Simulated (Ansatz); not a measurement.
Consider a crystal of KTaSe3 in space group P4/mmm (No. 123), with K on 1c; Ta on 1a; Se on 2e and 1d.

Level of theory: DFT PBE, scalar-relativistic, plane waves, PAW in Ansatz. Cutoff 420 eV, Γ-centred mesh, Gaussian smearing, collinear spin.

Formation energies are uncorrected and refer to the elements' standard structures at the same level.

**Question.** Give the relaxed lattice parameters and positions.

**Answer.**

Space group P4/mmm (No. 123). a = 5.222 Å, b = 5.222 Å, c = 5.455 Å, α = 90.00°, β = 90.00°, γ = 90.00°
```
atom  site  symmetry       x       y       z
   K    1c     4/mmm  0.5000  0.5000  0.0000
  Ta    1a     4/mmm  0.0000  0.0000  0.0000
  Se    2e      mmm.  0.0000  0.5000  0.5000
  Se    1d     4/mmm  0.5000  0.5000  0.5000
```

Around K lie 2 Se at 2.73 Å, 4 Ta at 3.69 Å and 8 Se at 3.78 Å; Ta is surrounded by 4 K at 3.69 Å and 8 Se at 3.78 Å; Se on a site of symmetry mmm has 2 Se at 2.61 Å, 4 Se at 3.69 Å, 4 K at 3.78 Å and 4 Ta at 3.78 Å; Se on a site of symmetry 4/mmm is surrounded by 4 Se at 2.61 Å and 2 K at 2.73 Å. Another local minimum with the same sites may exist.

**Question.** Where does its energy lie, and is it a metal?

**Answer.** The energy over the elements is +1.07 eV/atom. The gap on the 8×8×8 mesh of the 5-atom cell is 0 eV (a metal), the net moment per atom is 0.68 μB and the moment by site is Ta 2.9; Se -0.1 (×2) μB. A positive value: parting into the elements would lower its energy.

The last run used collinear spin and Gaussian smearing of 0.10 eV. Spin–orbit coupling, which can matter for Ta, is left out. The reference form of Se is held partly by dispersion forces, which this level lacks. Another magnetic order may lie lower. Symmetry constrained the relaxation, so the result can be a saddle point. Another cell of KTaSe3 relaxed alike but without spin, in Pm-3m, lies 1.84 eV/atom lower, so this cell isn't the stable form at this level. Site moments count only spheres around the atoms; the net moment includes the space between them.
